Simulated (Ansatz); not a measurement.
## One run on GdRh (Pm-3m): exchange couplings and spin waves by the force theorem

These are results of DFT, LDA, PAW with Ansatz's default frozen-core files, scalar-relativistic in Ansatz 0.2.0, not measurements.

Command: `ansatz run input.yaml --threads 2 --pin off --max-ram 5120MiB --backend cpu --events-out ev --progress --plain --runs-dir out`

```yaml
crystal:
  lattice:
    - [3.435, 0.0, 0.0]
    - [0.0, 3.435, 0.0]
    - [0.0, 0.0, 3.435]
  atoms:
    - { symbol: Gd, position: [0.0, 0.0, 0.0], spin: 6.9 }
    - { symbol: Rh, position: [0.5, 0.5, 0.5] }
magnetization:
  spin_polarized: true
kpoints:
  mp_grid: { grid: [8, 8, 8] }
  band_path:
    path:
      - [0.0, 0.0, 0.0]
      - [0.0, 0.5, 0.0]
      - [0.5, 0.5, 0.0]
      - [0.0, 0.0, 0.0]
      - [0.5, 0.5, 0.5]
      - [0.0, 0.5, 0.0]
      - [0.5, 0.5, 0.5]
      - [0.5, 0.5, 0.0]
    npoints: 8
scf:
  occupations: { method: fermi_dirac, width: 0.03 }
hamiltonian:
  xc: lda
  pseudopotentials: { kind: paw }
output:
  eigenvalues: false
  eigenstates:
    nscf_kmesh: { grid: [8, 8, 8] }
    top_band: c31
    exchange_couplings: { magnetic: [{ species: Gd }] }
```

The program prints:

```
settings of this run that can trade accuracy for cost: output.eigenvalues: false. Do not mix this run's numbers with those of runs without the same settings; the input reference describes each key
Engine: ansatz 0.2.0
Pseudopotentials: kind: paw
Pseudopotential: Gd, paw, valence charge 18, recommended cutoff 420 eV (normal), Gd.paw.azcp
Pseudopotential: Rh, paw, valence charge 17, recommended cutoff 420 eV (normal), Rh.paw.azcp
Functional definition: SPW92
  exchange = slater_x
  correlation = pw_c
Crystal: 2 atoms, lattice volume = 40.530 Å³
Basis set: ecut = 420 eV, 751 PW (Γ)
Bands: 26, of which v1, the nominal top of the filled ones, is band 18 counted from 1 (17 counted from 0)
Symmetry: 48 space group operations
Space group: Pm-3m (ITA 221), of the structure as read, at distance tolerance 3.4e-5 Å
Magnetic group: BNS 221.92 (UNI 1594), of the structure as read, at distance tolerance 3.4e-5 Å
k-points: 35 of 512
Non-local potential: Gd, projectors of the file, l = 0: 3, l = 1: 2, l = 2: 2, l = 3: 3
Non-local potential: Rh, projectors of the file, l = 0: 3, l = 1: 2, l = 2: 2, l = 3: 1
PAW form: soft (Blöchl's): semilocal exchange-correlation on the pseudo side does not see the compensation charge
PAW frozen core: Gd, regenerated for the run's functional, and the local potential with it (the file was generated under x = pbe(κ = 0.804, μ = 0.2195149727645171), c = pbe(β = 0.06672455060314922))
PAW frozen core: Rh, regenerated for the run's functional, and the local potential with it (the file was generated under x = pbe(κ = 0.804, μ = 0.2195149727645171), c = pbe(β = 0.06672455060314922))
PAW one-centre angular grid: Gd, 590 points (default); XC on 64 Gauss nodes
PAW one-centre angular grid: Rh, 590 points (default); XC on 64 Gauss nodes
Initial density: superposition of atomic densities (chi_scale 0.1, normalization cell, long waves kept (reshape's long-wave potential 0.00 eV rms))
Starting moments: Σ|m| = 6.9 μB on 1 of 2 sites
Initial wavefunctions: pseudopotential atomic-orbital guess
Functional: x = slater, c = lda
SCF iter   1: F=—  HF=-15414.640896 eV  |F-HF|=—  |Δ(HF+E_count)|=         —  Δρ=1.70e-1 (↑1.70e-1 ↓1.56e-1)  dr2=7.54e1  dr2_m=3.04e-2  M=6.751 μB ∫|m|=7.080 μB  β_m=0.30  ethr=3.10e-3  ⟨swp⟩=5.1  Hψ=7008  notcnv=0
Mixer restart at iter 1: flushing history
[...]
Harris-Foulkes:  -15406.937174 eV  (|F-HF|=1.77e-8)
Internal energy: -15406.928566 eV  (E = F + TS)
E sigma→0 (E₀):  -15406.932870 eV
Entropy (-TS):   -0.008608 eV (-4.304 meV/atom)
Fermi energy:    17.202350 eV
--- Per-component energies (eV) ---
  E_band       = -94.028519
  E_kinetic    = 979.925273
  E_local      = -3605.252855  (includes V_loc(G=0)·N_el)
  E_nonlocal   = 661.136466
  E_hartree    = 1394.420562
  E_xc         = -452.378199
  E_vxc        = -531.215732  (∫ρ·V_xc dr)
  E_paw        = -9712.460414  (= ΣΔE_a)
  E_vpaw       = -387.462176  (= ΣTr[D̂ρ^β])
  E_aug_tail   = 0.000779  (compensation charges beyond the density's cutoff)
  E_ewald      = -4674.221692
  E_core_change = 1.901515  (= ΣΔE_core)
  E_smearing   = -0.008608  (= −TS)
  E_closure    = -0.000000  (closes the sum)
  Σ components = -15406.937174   (vs F -15406.937174, Δ=0.00e0)
--- Band table (eV; the first three rows and the last of 70) ---
  k-point 0 ↑: bands = ["-60.5297", "-28.5019", "-28.5019", "-28.5019", "-27.2647", "-4.4851", "-4.4851", "-4.4851", "11.3025", "13.2534", "13.2534", "13.2534", "13.2877", "13.2877", "13.2877", "13.2910", "13.2910", "13.3334", "15.5664", "15.5664", "15.5664", "19.2384", "19.2384", "23.3003", "23.3003", "23.3003"]
  k-point 1 ↑: bands = ["-60.5295", "-28.5098", "-28.5015", "-28.5015", "-27.2543", "-4.5883", "-4.4796", "-4.4796", "11.6184", "13.0965", "13.2412", "13.2512", "13.2512", "13.2883", "13.2883", "13.3117", "13.5364", "13.5701", "15.5704", "15.5704", "15.6436", "18.9936", "19.3418", "22.1776", "22.1776", "23.1626"]
  k-point 2 ↑: bands = ["-60.5291", "-28.5285", "-28.5005", "-28.5005", "-27.2295", "-4.8283", "-4.4664", "-4.4664", "12.4708", "13.0036", "13.2153", "13.2284", "13.2284", "13.2634", "13.3091", "13.3091", "14.0057", "14.0548", "15.5937", "15.5937", "15.8331", "18.3643", "19.3189", "20.7254", "20.7254", "22.8293"]
  k-point 34 ↓: bands = ["-60.5973", "-28.5971", "-28.5971", "-28.5971", "-24.2272", "-2.9022", "-2.9022", "-2.9022", "15.1519", "15.1519", "15.1519", "16.3836", "16.3836", "16.3836", "16.5456", "16.5456", "17.8087", "18.1684", "18.1684", "18.1684", "18.3274", "18.3274", "18.3274", "22.7004", "25.7286", "25.7286"]
settings of this run that can trade accuracy for cost: output.eigenvalues: false. Do not mix this run's numbers with those of runs without the same settings; the input reference describes each key
```

exchange_couplings.tsv:

```
# site	partner	cell_1	cell_2	cell_3	displacement_x_ang	displacement_y_ang	displacement_z_ang	distance_ang	coupling_mev
# format = ansatz-exchange-couplings/3
# nscf_kmesh_grid = 8 8 8
# n_bands = 49
# mesh_fermi_ev = 17.202
# occupation_method = fermi_dirac
# smearing_width_ev = 0.03
# xc_rung = lda
# a1_ang = 3.435 0 0
# a2_ang = 0 3.435 0
# a3_ang = 0 0 3.435
# atom = 0 Gd magnetic 0 0 0 7.0162 17.371 0.21395 -
# atom = 1 Rh relaxed 0.5 0.5 0.5 -0.056124 0.0062456 3.1566e-05 -
# moments = constrained
# kernel_scale = 1.0001
# constrained_moments_mub = 6.9307
# turning_moments_mub = 6.9601
# rigid_open_turn_ev = -0.0034348
# field_residual = 0.00024567
# moved_by_upper_bands = 0.23394
# mean_field_moved_by_upper_bands = 0.052469
# mean_field_temperature_k = 34.062
# mean_field_q_frac = 0 -0.5 -0.5
# no_ordering_temperature = state_not_lowest
# no_stiffness = state_not_lowest
# whole_within_ang = 13.74
0	0	-1	0	0	-3.435	0	0	3.435	0.22203
0	0	0	-1	0	0	-3.435	0	3.435	0.22203
0	0	0	0	-1	0	0	-3.435	3.435	0.22203
0	0	0	0	1	0	0	3.435	3.435	0.22203
0	0	0	1	0	0	3.435	0	3.435	0.22203
0	0	1	0	0	3.435	0	0	3.435	0.22203
0	0	-1	-1	0	-3.435	-3.435	0	4.8578	-0.21732
0	0	-1	0	-1	-3.435	0	-3.435	4.8578	-0.21732
0	0	-1	0	1	-3.435	0	3.435	4.8578	-0.21732
0	0	-1	1	0	-3.435	3.435	0	4.8578	-0.21732
0	0	0	-1	-1	0	-3.435	-3.435	4.8578	-0.21732
0	0	0	-1	1	0	-3.435	3.435	4.8578	-0.21732
0	0	0	1	-1	0	3.435	-3.435	4.8578	-0.21732
0	0	0	1	1	0	3.435	3.435	4.8578	-0.21732
0	0	1	-1	0	3.435	-3.435	0	4.8578	-0.21732
0	0	1	0	-1	3.435	0	-3.435	4.8578	-0.21732
0	0	1	0	1	3.435	0	3.435	4.8578	-0.21732
0	0	1	1	0	3.435	3.435	0	4.8578	-0.21732
0	0	-1	-1	-1	-3.435	-3.435	-3.435	5.9496	0.064731
[...]
```

magnon_bands.tsv:

```
# distance_inv_ang	q_1	q_2	q_3	is_on_mesh	least_cost_mev	mode	energy_mev	sense
# format = ansatz-magnon-bands/1
# nscf_kmesh_grid = 8 8 8
# whole_turn_by_bands_mev = 106.99
# magnetic_atoms = 0
# least_rotation_mev = -3.2274
# least_rotation_q_frac = 0 -0.5 -0.5
# least_rotation_pattern = 1 0
0	0	0	0	1	0	1	0	1
0.11432	0	0.0625	0	0	0.02975	1	0.017098	1
0.22865	0	0.125	0	1	0.26615	1	0.15296	1
0.34297	0	0.1875	0	0	0.70013	1	0.40237	1
0.45729	0	0.25	0	1	0.82554	1	0.47444	1
0.57161	0	0.3125	0	0	0.33584	1	0.19301	1
0.68594	0	0.375	0	1	-0.32991	1	-0.1896	1
0.80026	0	0.4375	0	0	-0.64834	1	-0.37261	1
0.91458	0	0.5	0	1	-0.68882	1	-0.39587	1
1.0289	0.0625	0.5	0	0	-0.57691	1	-0.33155	1
1.1432	0.125	0.5	0	1	-0.47611	1	-0.27363	1
1.2576	0.1875	0.5	0	0	-0.57268	1	-0.32912	1
1.3719	0.25	0.5	0	1	-0.62853	1	-0.36122	1
1.4862	0.3125	0.5	0	0	-0.69405	1	-0.39888	1
1.6005	0.375	0.5	0	1	-1.351	1	-0.77644	1
1.7148	0.4375	0.5	0	0	-2.5701	1	-1.4771	1
1.8292	0.5	0.5	0	1	-3.2274	1	-1.8548	1
1.9908	0.4375	0.4375	0	0	-1.9662	1	-1.13	1
2.1525	0.375	0.375	0	1	-0.11488	1	-0.066021	1
2.3142	0.3125	0.3125	0	0	0.44336	1	0.2548	1
2.4759	0.25	0.25	0	1	0.77935	1	0.4479	1
2.6376	0.1875	0.1875	0	0	1.6682	1	0.95872	1
2.7992	0.125	0.125	0	1	1.6753	1	0.96282	1
2.9609	0.0625	0.0625	0	0	0.28533	1	0.16398	1
3.1226	0	0	0	1	0	1	0	1
3.3206	0.0625	0.0625	0.0625	0	0.63452	1	0.36466	1
3.5186	0.125	0.125	0.125	1	1.9539	1	1.1229	1
3.7166	0.1875	0.1875	0.1875	0	1.1315	1	0.65028	1
3.9146	0.25	0.25	0.25	1	0.80365	1	0.46186	1
4.1126	0.3125	0.3125	0.3125	0	1.2721	1	0.73107	1
4.3107	0.375	0.375	0.375	1	3.564	1	2.0483	1
4.5087	0.4375	0.4375	0.4375	0	4.8316	1	2.7768	1
4.7067	0.5	0.5	0.5	1	4.2698	1	2.4539	1
4.8684	0.4375	0.5	0.4375	0	4.7267	1	2.7165	1
5.03	0.375	0.5	0.375	1	4.1665	1	2.3945	1
5.1917	0.3125	0.5	0.3125	0	2.3612	1	1.357	1
5.3534	0.25	0.5	0.25	1	1.1999	1	0.68959	1
[...]
```

In the table E = −Σ J e_i·e_j over ordered pairs, so positive J favours parallel moments; the file's long notes are left out. The flag state_not_lowest says that some rotation lowers the energy by these couplings, so the mean-field temperature in the header isn't an ordering temperature of this state, and negative spin-wave energies mark the unstable rotations. Convergence in k wasn't tested.

Site moments (μB): Gd1 6.93, Rh2 -0.10. Cell moment 6.96 μB.

The magnetic group in the log treats spin as a scalar label, without spin–orbit coupling.

The PAW files were made with PBE; the program remakes their cores once for the run's functional and then keeps them frozen. Without U a semilocal functional puts the f levels too near the Fermi level, which can change moments and the order of magnetic states; site and cell moments are spin moments. Spin–orbit coupling is left out although heavy atoms are present. With open f shells a run can end in a state that isn't the lowest. The magnetic state is the one that this cell and start allow. It needn't be the compound's measured order, which may need a larger cell or be absent.

It took 36 s on 2 threads of Arm Neoverse V2 (shared host), peak memory 1 GiB.
